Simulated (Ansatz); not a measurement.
Consider the following.

SiMo3:
```cif
data_Mo6Si2
_chemical_formula_sum 'Si2 Mo6'
_space_group_name_H-M_alt 'Pm-3n'
_space_group_IT_number 223
_space_group_name_Hall '-P 4n 2 3'
_cell_length_a 4.88354
_cell_length_b 4.88354
_cell_length_c 4.88354
_cell_angle_alpha 90.000
_cell_angle_beta 90.000
_cell_angle_gamma 90.000
loop_
_atom_site_label
_atom_site_type_symbol
_atom_site_symmetry_multiplicity
_atom_site_Wyckoff_symbol
_atom_site_fract_x
_atom_site_fract_y
_atom_site_fract_z
_atom_site_occupancy
Si1 Si 2 a 0.00000 0.00000 0.00000 1
Mo1 Mo 6 c 0.00000 0.50000 0.25000 1
```

This is the r²SCAN-relaxed structure.

Problem. All from r²SCAN (plane waves, PAW; program Ansatz), unless another level is named. Estimate the electronic character.

Solution. metallic (no gap).

Problem. Next, the density of states at the Fermi level?

Solution. 0.41 states/eV per atom (mean over ±0.08 eV).

Problem. Predict the formation energy from the elements (no fitted shifts).

Solution. -0.33 eV/atom.

Symmetry was held in the r²SCAN relaxation. The run is not spin-polarised. The references are the lowest solids computed at this level, not always the standard phases. Spin–orbit coupling is left out wherever it is not named.

Potentials: the earlier of the program's two PAW sets.
